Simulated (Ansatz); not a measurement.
Total density of states per atom from DFT-LDA in the program Ansatz with PAW potentials, in 0.25 eV bins, energy from the Fermi level:

(E (eV), states/eV/atom): (-7.85, 0.00); (-7.60, 0.00); (-7.35, 0.00); (-7.10, 0.00); (-6.85, 0.26); (-6.60, 0.46); (-6.35, 0.31); (-6.10, 0.14); (-5.85, 0.28); (-5.60, 0.24); (-5.35, 0.46); (-5.10, 1.72); (-4.85, 1.28); (-4.60, 0.69); (-4.35, 0.55); (-4.10, 0.46); (-3.85, 0.97); (-3.60, 1.01); (-3.35, 0.80); (-3.10, 1.88); (-2.85, 2.30); (-2.60, 0.16); (-2.35, 0.30); (-2.10, 1.67); (-1.85, 1.30); (-1.60, 0.37); (-1.35, 0.15); (-1.10, 0.14); (-0.85, 0.20); (-0.60, 0.21); (-0.35, 0.25); (-0.10, 0.38); (0.15, 0.40); (0.40, 0.09); (0.65, 0.02); (0.90, 0.00); (1.15, 0.00); (1.40, 0.00); (1.65, 0.00); (1.90, 0.00); (2.15, 0.00); (2.40, 0.00); (2.65, 0.00); (2.90, 0.00); (3.15, 0.01); (3.40, 0.02); (3.65, 0.04); (3.90, 0.05); (4.15, 0.06); (4.40, 0.08); (4.65, 0.08)

Which compound is it?
A) K2AgF4, Cmce (Ag on 4a, K on 8f, F on 8f, F on 8e)
B) CsCrO3F, Cc (Pearson symbol mS24)
C) KRb2BiF6, Fm-3m (K on 4b, Rb on 8c, Bi on 4a, F on 24e)
D) Rb2PtF6, P-3m1 (Rb on 2d, Pt on 1a, F on 6i)

A, K2AgF4, Cmce (Ag on 4a, K on 8f, F on 8f, F on 8e). Within 0.5 eV of the Fermi level: Ag 4d 54 %, F 2p 43 %. Projections are on Löwdin-orthogonalised atomic valence shells; empty p or d shells of many metals are not among them.

The workflow started from an entry of the Crystallography Open Database (COD, 200 K). Its standing as an ambient phase is unchecked. The LDA relaxation kept the symmetry of its start; whether a distortion lowers the energy is not shown. No spin polarisation was allowed. Scalar-relativistic: spin–orbit coupling is off unless named, which matters more the heavier the elements.

Potentials: the later of the program's two PAW sets.
